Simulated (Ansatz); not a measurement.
**Debugging a calculation of Ga$_{3}$Sb**

The input below was meant for crystalline Ga$_{3}$Sb, with PBEsol, plane waves and PAW in Ansatz.

```yaml
crystal:
  lattice:
    - [-2.158799, 2.158799, 4.760484]
    - [2.158799, -2.158799, 4.760484]
    - [2.158799, 2.158799, -4.760484]
  atoms:
    - { symbol: Ga, position: [0.75, 0.25, 0.5] }
    - { symbol: Ga, position: [0.25, 0.75, 0.5] }
    - { symbol: Ga, position: [0.5, 0.5, 0.0] }
    - { symbol: Sb, position: [0.0, 0.0, 0.0] }
basis:
  ecutwfc: 420
kpoints:
  mp_grid: { grid: [14, 14, 14] }
hamiltonian:
  xc: PW91x
scf:
  occupations: { method: gaussian, width: 0.1 }
output:
  forces: true
  stress: true
  eigenvalues: true
```

Command:

```bash
ansatz run input.yaml --threads 1 --pin off --max-ram 2560MiB --backend cpu --events-out ev --progress --plain --runs-dir out
```

The program printed:

```text
Error: YAML parse error: error: line 16 column 7: hamiltonian.xc: unknown variant `PW91x`, expected one of `lda`, `lda-pw`, `pw92`, `pbe`, `pbesol`, `rpbe`, `revpbe`, `blyp`, `pbe0`, `revpbe0`, `b3lyp`, `b3lyp5`, `hse06`, `wpbeh`, `hiss`, `lc_wpbe`, `cam_b3lyp`, `hf`, `r2scan`, `r2scanh`, `r2scan0`, `r2scan50`
  --> <input>:16:7
   |
14 |   mp_grid: { grid: [14, 14, 14] }
15 | hamiltonian:
16 |   xc: PW91x
   |       ^ hamiltonian.xc: unknown variant `PW91x`, expected one of `lda`, `lda-pw`, `pw92`, `pbe`, `pbesol`, `rpbe`, `revpbe`, `blyp`, `pbe0`, `revpbe0`, `b3lyp`, `b3lyp5`, `hse06`, `wpbeh`, `hiss`, `lc_wpbe`, `cam_b3lyp`, `hf`, `r2scan`, `r2scanh`, `r2scan0`, `r2scan50`
17 | scf:
18 |   occupations: { method: gaussian, width: 0.1 }
   |
```

Task: Why did this happen?

Result: The fault is a functional's name that the program doesn't know. The name isn't in the program's list. The cure is a listed name.

The change to the input:

```diff
 hamiltonian:
-  xc: PW91x
+  xc: pbesol
```

The mended run converges, with no gap, a pressure of -3.47 GPa.

The mended run took 44 s on 1 thread of Intel(R) Xeon(R) Platinum 8488C (Sapphire Rapids) (shared host), peak memory 0.77 GiB.